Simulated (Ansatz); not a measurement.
GaGePt6:
```yaml
crystal:
  lattice:
    - [-2.75711, 2.75711, 3.97701]
    - [2.75711, -2.75711, 3.97701]
    - [2.75711, 2.75711, -3.97701]
  atoms:
    - { symbol: Ga, position: [0.00000, 0.00000, 0.00000] }
    - { symbol: Ge, position: [0.50000, 0.50000, 0.00000] }
    - { symbol: Pt, position: [0.94366, 0.94366, 0.39622] }
    - { symbol: Pt, position: [0.05634, 0.45256, 0.00000] }
    - { symbol: Pt, position: [0.54744, 0.54744, 0.60378] }
    - { symbol: Pt, position: [0.45256, 0.05634, 0.00000] }
    - { symbol: Pt, position: [0.50000, 0.00000, 0.50000] }
    - { symbol: Pt, position: [0.00000, 0.50000, 0.50000] }
```

Relaxed with r²SCAN. Special points in fractions of this cell's reciprocal vectors: Γ (0.000, 0.000, 0.000); X (0.000, 0.000, 0.500); P (0.250, 0.250, 0.250); N (0.000, 0.500, 0.000); M (0.500, 0.500, -0.500); S (0.370, 0.630, -0.370); S0 (-0.370, 0.370, 0.370); R (-0.240, 0.240, 0.500); G (0.500, 0.500, -0.240).

Q: List the band energies nearest the Fermi level at these points for DFT-r²SCAN in the program Ansatz with PAW potentials.

A: In eV from the Fermi level; about four levels below and three above (degenerate sets whole), none deeper than 8.9 eV; points with the same levels are listed once.

```
k                          below                above
-  -----------------------------  -------------------
Γ  -1.20 -1.20 -1.19 -0.81 -0.55       0.01 0.43 0.43
X        -1.34 -1.11 -0.64 -0.62       0.30 1.00 1.19
P        -0.76 -0.69 -0.69 -0.68  1.67 1.89 2.53 2.53
N        -1.50 -1.41 -0.85 -0.81       0.07 0.65 0.93
M        -1.88 -1.88 -1.24 -0.72       0.23 1.28 1.28
S        -1.19 -1.03 -0.86 -0.32       1.20 2.34 2.71
R        -1.07 -0.93 -0.62 -0.43       1.70 2.14 2.69
```

Space group I-42m. The first step of the workflow began from a Materials Project structure, measured or hypothetical; the Crystallography Open Database copy checked does not list it. Whether it is the stable phase at ambient conditions was not checked. The cell was relaxed with r²SCAN under the symmetry of its start; its stability against distortions is not shown here. No spin polarisation was allowed. Spin–orbit coupling is left out wherever it is not named.

Potentials: the later of the program's two PAW sets.
